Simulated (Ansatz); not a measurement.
A relaxed structure of Si$_{2}$Ni is spoiled in several ways and relaxed again each time (noise and exchanges are one random draw each; squeezed and stretched starts keep its symmetry, which their runs cannot lower; pressure is positive under compression). Computed with r2SCAN (plane waves to 500 eV, PAW, scalar-relativistic; Ansatz, an electronic-structure program).

Space group Fm-3m (No. 225); a = 5.390 Å, b = 5.390 Å, c = 5.390 Å, α = 90.00°, β = 90.00°, γ = 90.00°

```csv
atom,site,symmetry,x,y,z
Ni,4a,m-3m,0.0000,0.0000,0.0000
Si,8c,-43m,0.2500,0.2500,0.2500
```
(The calculation used a cell of 3 atoms; values per cell refer to that cell.)

```csv
change,first pressure (GPa),largest first force (eV/Å),released (eV/atom),moves,outcome,final group,E − E(parent) (eV/atom)
with one Ni and one Si atom exchanged in a cell of 6 atoms,9,2.0,0.26,15,trapped higher,R3m,+0.25
with every coordinate shifted by Gaussian noise of σ = 0.45 Å,45,7.4,1.22,10,returns to the parent,Fm-3m,0.00
squeezed uniformly to 80 % of its volume,(withheld),0.0,(withheld),7,(withheld),(withheld),(withheld)
```

Task: What belongs in the gaps?

Result: 
- squeezed uniformly to 80 % of its volume, first pressure (GPa): 62
- squeezed uniformly to 80 % of its volume, released (eV/atom): 0.40
- squeezed uniformly to 80 % of its volume, outcome: returns to the parent
- squeezed uniformly to 80 % of its volume, final group: Fm-3m
- squeezed uniformly to 80 % of its volume, E − E(parent) (eV/atom): 0.00

First-step values come from each run's starting, coarser k-mesh (7×7×7, 8×8×8). Each cell has its own k-point mesh; energy differences are given only to the digits this allows. No spin polarisation in the result. A magnetic state may lie lower.
